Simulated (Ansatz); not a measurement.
The cell is an ordered 8-atom cell of Ga₄PN₃ on the wurtzite lattice (P3m1); cell and atoms were relaxed with r2SCAN. The symmetry is P3m1 (No. 156, trigonal); conventional cell a = 3.337 Å, c = 11.049 Å, 13.32 Å³ an atom. N is surrounded by 4 Ga at 1.96–2.01 Å; N is surrounded by 4 Ga at 1.95–2.01 Å; P is surrounded by 4 Ga at 2.21–2.35 Å; Ga is surrounded by 4 N at 1.96–2.01 Å; Ga is surrounded by 1 N at 1.95 Å and 3 P at 2.21 Å; Ga is surrounded by 3 N at 2.01 Å and 1 P at 2.35 Å.

```
N P Ga
1.0
     3.33709    0.00000    0.00000
    -1.66855    2.89001    0.00000
     0.00000    0.00000   11.04889
N P Ga
3 1 4
Direct
  0.66667 0.33333 0.98000
  0.66667 0.33333 0.52061
  0.33333 0.66667 0.75017
  0.33333 0.66667 0.24603
  0.66667 0.33333 0.80290
  0.66667 0.33333 0.34392
  0.33333 0.66667 0.57320
  0.33333 0.66667 0.03317
```

The questions ask for values computed with the PAW code Ansatz on this geometry. Simulation only: non-magnetic, and no claim that this is the phase found in nature.

(1) What gap does PBE give, and where are the band edges?

(2) How does the gap change from PBE to PBE+SOC (12×12×2)?

(3) What does r2SCAN give for the gap (12×12×2 mesh)?

(4) What do these levels agree on?

Results:

(1) With PBE the bands overlap by 0.45 eV (counted from 1, band 36 peaks at Γ and band 37 bottoms out at K–Γ (0.80 of the way from K)): no gap.

(2) PBE+SOC gives no gap: the lowest nominally empty band dips 0.43 eV below the top of the last filled one (its bottom at K–Γ (0.80 of the way from K), the top at Γ), so the cell is a metal or semimetal at this level.

(3) With r2SCAN the bands overlap by 0.35 eV (counted from 1, band 36 peaks at Γ and band 37 bottoms out at K–Γ (0.80 of the way from K)): no gap.

(4) No level opens a gap, but no hybrid is among them, and semilocal functionals can close a real gap.

Only the levels marked +SOC include spin-orbit coupling.

Where an edge lies off the special points, it is a point of the mesh or the k point where a search put PBE's edge or least direct gap, reused for the other functionals, whose own edges may lie a little apart; PBE's own value is read along its path and can be a few hundredths of an eV high.
